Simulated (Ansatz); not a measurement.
Sb

```yaml
crystal:
  lattice:
    - [2.15060, 1.24165, 3.74400]
    - [-2.15060, 1.24165, 3.74400]
    - [0.00000, -2.48330, 3.74400]
  atoms:
    - { symbol: Sb, position: [0.23364, 0.23364, 0.23364] }
    - { symbol: Sb, position: [0.76636, 0.76636, 0.76636] }
```

Atom numbers follow the list: Sb1, Sb2.

The structure is an experimental refinement, used without relaxation.

Spin–orbit coupling is left out, though it moves levels of the heavy atoms by tenths of an eV or more.

Computed with DFT, PBEsol, all-electron LAPW, scalar-relativistic in Ansatz 0.2.0.

Sampling and basis: a Γ-centred 9×9×9 k mesh, Fermi–Dirac smearing of 0.05 eV, basis error target 0.5 meV/atom, no spin polarisation.

```yaml
Pressure_at_this_cell: 0.43 GPa
Band_gap: none at this level of theory (metallic, semimetallic, or a small gap that the functional closes)
Stress_xx_yy_zz_compression_positive: 0.59, 0.59, 0.10 GPa
Largest_force: 0.144 eV/Å on Sb1
Density_of_states_at_the_Fermi_level_0.2_eV_bin: 0.00 states/eV per cell
Volume_per_atom: 202.4 bohr³
```
